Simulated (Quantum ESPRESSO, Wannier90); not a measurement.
# SnSe₂ (CdI2 type), plane waves to Wannier functions

Structure: Materials Project mp-665, symmetrised, not relaxed again. COD (Crystallography Open Database) has the formula in 2 space groups, this one among them (matched by group alone). Computed values, not measurements, from PBEsol: Quantum ESPRESSO (norm-conserving PseudoDojo potentials, cutoff 69 Ry, spinors with spin-orbit coupling) on a Γ-centred 6×6×4 mesh, then Wannier90. Density: 12×12×6 mesh, Gaussian smearing 0.01 Ry. The cell is built of weakly bound layers, chains or molecules, whose nearest atoms lie 4.01 Å apart. Database cells relaxed without dispersion often hold them too far apart, which can enlarge gaps and weakens couplings between them; spacing and stacking were not compared with the measured crystal.

On the energy scale of pw.x, whose zero is arbitrary, the valence-band maximum lies at 7.42 eV.

Input w.win:

```
num_bands = 16
num_wann = 16
exclude_bands = 1-30,47-72
spinors = true
num_iter = 1000
conv_tol = 1.0e-6
conv_window = 4
write_hr = true
write_u_matrices = true
auto_projections = true
begin unit_cell_cart
ang
    3.8419000005    0.0000000000    0.0000000000
   -1.9209500003    3.3271829992    0.0000000000
    0.0000000000    0.0000000000    6.4858800000
end unit_cell_cart
begin atoms_frac
Sn   0.0000000000  0.0000000000  0.0000000000
Se  -0.3333333333  0.3333333333 -0.2429000000
Se   0.3333333333 -0.3333333333  0.2429000000
end atoms_frac
mp_grid = 6 6 4
begin kpoints
0.0000000000 0.0000000000 0.0000000000
0.0000000000 0.0000000000 0.2500000000
0.0000000000 0.0000000000 0.5000000000
... (141 more lines: the 6x6x4 mesh through Gamma)
end kpoints
```

Input of pw2wannier90.x that gives the overlap and projection files (equivalent; here they were cut from one run over all bands):

```
&inputpp
  outdir = './out'
  prefix = 'pwscf'
  seedname = 'w'
  write_amn = .true.
  write_mmn = .true.
  scdm_proj = .true.
  scdm_entanglement = 'isolated'
/
```

Output w.wout (banner and timings cut):

```
                                    ------
                                    SYSTEM
                                    ------

                              Lattice Vectors (Ang)
                    a_1     3.841900   0.000000   0.000000
                    a_2    -1.920950   3.327183   0.000000
                    a_3     0.000000   0.000000   6.485880

                   Unit Cell Volume:      82.90709  (Ang^3)

                        Reciprocal-Space Vectors (Ang^-1)
                    b_1     1.635437   0.944220  -0.000000
                    b_2     0.000000   1.888440   0.000000
                    b_3     0.000000  -0.000000   0.968748

 *----------------------------------------------------------------------------*
 |   Site       Fractional Coordinate          Cartesian Coordinate (Ang)     |
 +----------------------------------------------------------------------------+
 | sn   1   0.00000   0.00000   0.00000   |    0.00000   0.00000   0.00000    |
 | se   1  -0.33333   0.33333  -0.24290   |   -1.92095   1.10906  -1.57542    |
 | se   2   0.33333  -0.33333   0.24290   |    1.92095  -1.10906   1.57542    |
 *----------------------------------------------------------------------------*
                                ------------
                                K-POINT GRID
                                ------------

             Grid size =  6 x  6 x  4      Total points =  144

 *---------------------------------- MAIN ------------------------------------*
 |  Number of Wannier Functions               :                16             |
 |  Number of Objective Wannier Functions     :                16             |
 |  Number of input Bloch states              :                16             |
 |  Output verbosity (1=low, 5=high)          :                 1             |
 |  Timing Level (1=low, 5=high)              :                 1             |
 |  Optimisation (0=memory, 3=speed)          :                 3             |
 |  Length Unit                               :               Ang             |
 |  Post-processing setup (write *.nnkp)      :                 F             |
 |  Using Gamma-only branch of algorithms     :                 F             |
 *----------------------------------------------------------------------------*
 *------------------------------- WANNIERISE ---------------------------------*
 |  Total number of iterations                :              1000             |
 |  Number of CG steps before reset           :                 5             |
 |  Trial step length for line search         :             2.000             |
 |  Convergence tolerence                     :         0.100E-05             |
 |  Convergence window                        :                 4             |
 |  Iterations between writing output         :                 1             |
 |  Iterations between backing up to disk     :               100             |
 |  Write r^2_nm to file                      :                 F             |
 |  Write xyz WF centres to file              :                 F             |
 |  Write on-site energies <0n|H|0n> to file  :                 F             |
 |  Use guiding centre to control phases      :                 F             |
 |  Use phases for initial projections        :                 F             |
 *----------------------------------------------------------------------------*
 *-------------------------------- PLOTTING ----------------------------------*
 |  Plotting Hamiltonian in WF basis          :                 T             |
 *----------------------------------------------------------------------------*

 *---------------------------------- K-MESH ----------------------------------*
 +----------------------------------------------------------------------------+
 |                    Distance to Nearest-Neighbour Shells                    |
 |                    ------------------------------------                    |
 |          Shell             Distance (Ang^-1)          Multiplicity         |
 |          -----             -----------------          ------------         |
 |             1                   0.242187                      2            |
 |             2                   0.314740                      6            |
 |             3                   0.397135                     12            |
 |             4                   0.484374                      2            |
 |             5                   0.545146                      6            |
 |             6                   0.577650                     12            |
 |             7                   0.596522                     12            |
 |             8                   0.629480                      6            |
       ... (lines left out)
 +----------------------------------------------------------------------------+
 | The b-vectors are chosen automatically                                     |
 | The following shells are used:                       1,  2                 |
 +----------------------------------------------------------------------------+
 |                        Shell   # Nearest-Neighbours                        |
 |                        -----   --------------------                        |
 |                          1               2                                 |
 |                          2               6                                 |
 +----------------------------------------------------------------------------+
 | Completeness relation is fully satisfied [Eq. (B1), PRB 56, 12847 (1997)]  |
 +----------------------------------------------------------------------------+
 |                  b_k Vectors (Ang^-1) and Weights (Ang^2)                  |
 |                  ----------------------------------------                  |
 |            No.         b_k(x)      b_k(y)      b_k(z)        w_b           |
 |            ---        --------------------------------     --------        |
 |             1         0.000000    0.000000    0.242187     8.524483        |
 |             2         0.000000    0.000000   -0.242187     8.524483        |
 |             3         0.000000    0.314740    0.000000     3.364921        |
 |             4         0.272573    0.157370    0.000000     3.364921        |
 |             5         0.000000   -0.314740    0.000000     3.364921        |
 |             6         0.272573   -0.157370    0.000000     3.364921        |
 |             7        -0.272573   -0.157370    0.000000     3.364921        |
 |             8        -0.272573    0.157370    0.000000     3.364921        |
 +----------------------------------------------------------------------------+
 |                           b_k Directions (Ang^-1)                          |
 |                           -----------------------                          |
 |            No.           x           y           z                         |
 |            ---        --------------------------------                     |
 |             1         0.000000    0.000000    0.242187                     |
 |             2         0.000000    0.314740    0.000000                     |
 |             3         0.272573    0.157370    0.000000                     |
 |             4         0.272573   -0.157370    0.000000                     |
 +----------------------------------------------------------------------------+

 Starting a new Wannier90 calculation ...

 Reading overlaps from w.mmn

 Reading projections from w.amn

 *------------------------------- WANNIERISE ---------------------------------*
 +--------------------------------------------------------------------+<-- CONV
 | Iter  Delta Spread     RMS Gradient      Spread (Ang^2)            |<-- CONV
 +--------------------------------------------------------------------+<-- CONV

 ------------------------------------------------------------------------------
 Initial State
  WF centre and spread    1  ( -1.544261,  0.854686, -1.165809 )     5.61852486
  WF centre and spread    2  (  1.200742, -0.695851,  1.164718 )     3.60258750
  WF centre and spread    3  (  0.013875,  1.388811,  1.101321 )     3.96576133
  WF centre and spread    4  ( -0.104539, -1.568865, -0.939429 )     6.75344315
  WF centre and spread    5  ( -1.514172, -0.842323,  1.252095 )     5.28603722
  WF centre and spread    6  (  1.142681,  0.847362, -0.934542 )     6.63431910
  WF centre and spread    7  ( -1.998788,  1.151219, -1.509549 )     5.10722436
  WF centre and spread    8  (  1.898128, -1.122570,  1.558878 )     4.61378877
  WF centre and spread    9  (  0.098299, -0.080421, -0.503308 )     7.42649064
  WF centre and spread   10  (  0.101949,  0.021962,  0.504187 )     8.09691586
  WF centre and spread   11  (  0.314803, -0.995186, -0.078882 )     9.25698877
  WF centre and spread   12  (  0.391502,  0.943379,  0.167069 )     9.82312627
  WF centre and spread   13  ( -0.401503,  0.345066, -0.087039 )    10.90743307
  WF centre and spread   14  ( -1.500918,  0.781502, -0.704709 )     9.76678079
  WF centre and spread   15  ( -1.381217, -0.758601,  0.916705 )     9.30699215
  WF centre and spread   16  ( -2.555590,  1.309340, -0.719973 )     8.68300697
  Sum of centres and spreads ( -5.839009,  1.579511,  0.021732 )   114.84942083

      0     0.115E+03     0.0000000000      114.8494208092  <-- CONV
        O_D=      7.6349982 O_OD=     79.0210697 O_TOT=    114.8494208 <-- SPRD
 ------------------------------------------------------------------------------
      1    -0.215E+02     4.3330347341       93.3758702129  <-- CONV
        O_D=      5.6190742 O_OD=     59.5634431 O_TOT=     93.3758702 <-- SPRD
      2    -0.945E+01     4.6371511406       83.9247881531  <-- CONV
        O_D=      3.7826831 O_OD=     51.9487521 O_TOT=     83.9247882 <-- SPRD
      3    -0.931E+01     3.6895079746       74.6162581879  <-- CONV
        O_D=      3.1943459 O_OD=     43.2285594 O_TOT=     74.6162582 <-- SPRD
      4    -0.207E+01     3.5450093421       72.5426987523  <-- CONV
        O_D=      2.7410807 O_OD=     41.6082652 O_TOT=     72.5426988 <-- SPRD
      5    -0.598E+01     3.0971450054       66.5612496430  <-- CONV
        O_D=      2.2589195 O_OD=     36.1089772 O_TOT=     66.5612496 <-- SPRD
       ... (lines left out)
    100    -0.519E-02     0.0765425732       31.6756874366  <-- CONV
        O_D=      0.0605316 O_OD=      3.4218029 O_TOT=     31.6756874 <-- SPRD
       ... (lines left out)
    156    -0.668E-06     0.0008309964       31.6426047108  <-- CONV
        O_D=      0.0598315 O_OD=      3.3894202 O_TOT=     31.6426047 <-- SPRD
    157    -0.558E-06     0.0009270560       31.6426041533  <-- CONV
        O_D=      0.0598315 O_OD=      3.3894198 O_TOT=     31.6426042 <-- SPRD
    158    -0.561E-06     0.0007052546       31.6426035924  <-- CONV
        O_D=      0.0598316 O_OD=      3.3894191 O_TOT=     31.6426036 <-- SPRD
             <<<     Delta < 1.000E-06  over  4 iterations     >>>
             <<< Wannierisation convergence criteria satisfied >>>
 Final State
  WF centre and spread    1  ( -1.275870,  0.736626, -1.077420 )     2.03431388
  WF centre and spread    2  (  1.276003, -0.736695,  1.077027 )     2.03470927
  WF centre and spread    3  (  0.000005,  1.473391,  1.077044 )     2.03466268
  WF centre and spread    4  (  0.000072, -1.473439, -1.076916 )     2.03476129
  WF centre and spread    5  ( -1.275986, -0.736695,  1.077066 )     2.03468858
  WF centre and spread    6  (  1.276079,  0.736662, -1.076882 )     2.03481578
  WF centre and spread    7  ( -1.921096,  1.109146, -1.983091 )     1.80656272
  WF centre and spread    8  (  1.920931, -1.109062,  1.983094 )     1.80657929
  WF centre and spread    9  (  0.644953,  2.590482,  1.077028 )     2.03470349
  WF centre and spread   10  (  1.275993, -0.736701,  1.077047 )     2.03470413
  WF centre and spread   11  (  0.000032, -1.473419, -1.076981 )     2.03479877
  WF centre and spread   12  ( -0.000004,  1.473386,  1.077062 )     2.03465565
  WF centre and spread   13  ( -1.275980,  0.736688, -1.077086 )     2.03462133
  WF centre and spread   14  ( -1.921155,  1.109172, -1.983087 )     1.80666685
  WF centre and spread   15  ( -1.920944, -1.109046,  1.983095 )     1.80659130
  WF centre and spread   16  ( -2.565876,  0.736683, -1.076999 )     2.03476863
  Sum of centres and spreads ( -5.762843,  3.327179, -0.000000 )    31.64260361

         Spreads (Ang^2)       Omega I      =    28.193352923
        ================       Omega D      =     0.059831616
                               Omega OD     =     3.389419054
    Final Spread (Ang^2)       Omega Total  =    31.642603592
```
